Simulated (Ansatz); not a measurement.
One crystal and one scan (energy over volume and axial ratio) at two levels, PBE (plane waves to 420 eV, PAW, scalar-relativistic; Ansatz, a quantum-chemistry and plane-wave program) and r2SCAN (plane waves to 500 eV, PAW, scalar-relativistic; Ansatz), each from its own relaxed cell and on its own mesh.

The crystal is CsBr (CsCl type); volume and axial ratio are varied about the relaxed values (subscript 0).

E stands for the smeared free energy. CsBr was relaxed with its symmetry unable to fall.

```tsv
quantity	run 1	run 2
Lattice constant a (Å)	4.389	4.324
Band gap of the relaxed cell, no spin-orbit coupling (eV)	4.26	5.19
Shear modulus C′ = (C11 − C12)/2 (fit, atoms clamped) (GPa)	10.9	11.3
```

Problem. Which run is which level?

Solution. Run 1 is PBE, run 2 is r2SCAN. PBE gives the higher value for: lattice constant a. PBE gives the lower value for: band gap of the relaxed cell, no spin-orbit coupling; shear modulus C′. Neither level is exact: the differences show how much the result hangs on the functional.

(A scan under strain: stresses follow from slopes of the energy per volume, elastic moduli from its curvatures.)
